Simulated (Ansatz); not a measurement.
# Al2Ru: from a starting cell to a relaxed one

The relaxed structure here is a generated cell of Al2Ru: the first start was made by placing the elements on the sites of a structure type, and the end was not matched to a known phase here, so it may be hypothetical.

The start is a generated cell, Al2Ru placed in the AFLOW prototype AB2_hP6_194_b_f (as in CaIn2). The cell and all atomic positions are relaxed at zero pressure with PBEsol (plane waves to 420 eV, PAW, scalar-relativistic; Ansatz, a program for electronic structure). The first steps use a coarse 10×10×5 k-mesh.

Initial structure:
```
Al2Ru
1.0
    3.91597     0.00000     0.00000
   -1.95799     3.39133     0.00000
    0.00000     0.00000     6.19996
Ru Al
2 4
Direct
  0.00000   0.00000   0.25000
  0.00000   0.00000   0.75000
  0.33333   0.66667   0.04500
  0.66667   0.33333   0.54500
  0.66667   0.33333   0.95500
  0.33333   0.66667   0.45500
```

- Initial pressure: +11.7 GPa (positive: the cell is compressed)
- Largest initial force: 0.33 eV/Å, on Al3, Al4, Al5, Al6 (atoms numbered as listed)
- Outcome: The space group goes from P6₃/mmc (No. 194) to P6/mmm (No. 191), with 3 atoms in the primitive cell
- Volume change: +1.7 %, from 13.72 to 13.95 Å³/atom
- Optimiser moves: 8

The end point of the relaxation:

Space group P6/mmm (No. 191); a = b = 4.185 Å, c = 2.759 Å, α = β = 90.00°, γ = 120.00°

| atom | site | symmetry | x | y | z |
|---|---|---|---|---|---|
| Ru | 1b | 6/mmm | 0.0000 | 0.0000 | 0.5000 |
| Al | 2c | -6m2 | 0.3333 | 0.6667 | 0.0000 |

Final values are on a 13×13×17 k-mesh of the relaxed cell. No spin polarisation in the result.

The run could not lower the symmetry of its start; a shaken copy of this end point relaxes with PBEsol to I4/mmm (No. 139), 0.45 eV/atom lower.
